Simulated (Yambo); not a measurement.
Si (diamond, space group Fd-3m, No. 227), G0W0@LDA (Yambo, plasmon pole, terminator in G, 4×4×4 mesh): gap Γ → X in eV by bands and screening block.

```json
[
 {"bands (W and G)": "23", "2 Ry": "[?]", "5 Ry": "1.22", "8 Ry": "1.26", "11 Ry": "1.27", "14 Ry": "1.27"},
 {"bands (W and G)": "47", "2 Ry": "[?]", "5 Ry": "1.22", "8 Ry": "1.29", "11 Ry": "1.30", "14 Ry": "1.30"},
 {"bands (W and G)": "76", "2 Ry": "1.01", "5 Ry": "1.22", "8 Ry": "1.31", "11 Ry": "1.32", "14 Ry": "1.33"},
 {"bands (W and G)": "112", "2 Ry": "1.01", "5 Ry": "1.22", "8 Ry": "1.31", "11 Ry": "1.33", "14 Ry": "1.34"},
 {"bands (W and G)": "148", "2 Ry": "1.01", "5 Ry": "1.22", "8 Ry": "1.32", "11 Ry": "1.34", "14 Ry": "[?]"}
]
```

Q: Estimate the withheld gaps from their neighbours; the computed values follow.

A: 
- 23, 2 Ry: 1.05
- 47, 2 Ry: 1.02
- 148, 14 Ry: 1.35

The largest settings aren't shown to be the converged limit.

Geometry relaxed with LDA; primitive cell a = 3.8149 Å, b = 3.8149 Å, c = 3.8149 Å, α = 60.00°, β = 60.00°, γ = 60.00°.
